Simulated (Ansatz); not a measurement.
# LuIO: reading a single point

```
Lu I O
1.0
     5.12481   -0.57647   -1.03214
    -0.30916    5.95304    0.18553
     0.10090   -0.62920    4.95961
Lu I O
2 2 2
Cartesian
  3.5777 2.5974 1.3878
  0.9777 3.6766 4.8443
  2.2617 0.6925 3.6787
  0.6701 1.1477 1.2431
  4.8610 -0.7703 2.0568
  2.0192 4.6626 2.4031
```

Single point in Ansatz 0.2.0 with revPBE, no spin polarisation. Cutoff 420 eV, PAW datasets, 4×3×4 Γ-centred k mesh, tetrahedron filling.

Task: How is the charge shared?

Result: Bader charges in e: Lu +1.45, I -0.38, O -1.19 to -0.96. In the mean Lu gives up most and O takes most.

Task: Where is the largest force?

Result: The largest is on O6: 3.46 eV/Å, components (-0.81, -3.05, -1.40). It makes 161° with the line to a nearest neighbour, I3 at 2.46 Å, pointing away from it.

Task: Describe some of the short contacts.

Result: I–O at 2.46 Å: least valence density 0.35 e/Å³ and ELF 0.24 there. O–O at 2.59 Å: least valence density 0.13 e/Å³ and ELF 0.05 there. Lu–O at 2.78 Å: least valence density 0.16 e/Å³ and ELF 0.10 there. These are pseudo-fields; inside the PAW spheres they differ from the all-electron ones.

Task: Is there a gap?

Result: It is a metal, with about 5.8 states/eV a cell as the mean within 0.25 eV of the Fermi level, mostly O p (33 %), Lu d (32 %) and I p (20 %).

Origin: a disordered cell, so it need not be a known compound. Caveats: empty levels are not fully converged; many states at the Fermi level without spin polarisation, so a magnetic state may lie lower; the k mesh is coarse if the cell is a metal; atoms or cell far from equilibrium; forces and stress under tetrahedra may miss the slope of the energy; forces of this functional can be a tenth off on these datasets.
